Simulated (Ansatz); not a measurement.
A geometry of MgF$_{2}$ away from equilibrium: step 2 of the relaxation of a relaxed MgF2 cell shaken by Gaussian noise of σ = 0.08 Å a coordinate. These are PBEsol (plane waves to 420 eV, PAW, scalar-relativistic; Ansatz, a quantum-chemistry and plane-wave program) values and carry that method's errors. Γ-centred k-mesh 4×4×4 on the run's cell (coarser than for final values), Fermi–Dirac smearing 0.05 eV.

```xyz
12
Lattice="4.9584 -0.0076 0.0000 -0.0076 4.9476 -0.0230 0.0000 -0.0230 4.9554" Properties=species:S:1:pos:R:3:forces:R:3 pbc="T T T" free_energy=-14070.899 pressure_GPa=1.0
Mg    -0.0491     2.4900     2.5693    0.3780   -0.7357   -1.5024
Mg     2.5200     2.4117    -0.0691   -0.1755    0.2096    0.5519
Mg     2.4915     0.0224     2.4572    0.0585   -0.3719   -0.2080
Mg     0.0424    -0.0542     0.0021   -0.3305    0.4431    0.4360
F      1.7321     0.7547     4.1891   -0.3472   -0.2566   -0.1163
F      3.2543     4.0860     0.7204    0.0507    0.2795    0.1678
F      0.7823     4.1314     1.6804    0.0060   -0.0122   -0.0517
F      4.1559     0.7519     3.3322    0.1072    0.0028   -0.0007
F      4.1194     1.6470     0.8643    0.1742   -0.2642   -0.1306
F      0.7108     3.2331     4.1038    0.8391    0.0023    0.8865
F      3.2691     3.1973     3.2082   -0.7277    0.4313    0.2033
F      1.6396     1.6340     1.7195   -0.0329    0.2721   -0.2354
```

Positions in Å, forces in eV/Å, free energy of the cell in eV (comparable only within this code, potentials and settings). Largest force: 1.72 eV/Å, on Mg1 (atoms numbered as listed); the geometry lies 0.02 eV/atom above the end of its relaxation.

No spin polarisation in the result.

The cell that was disturbed is our relaxation of an entry of Materials Project.
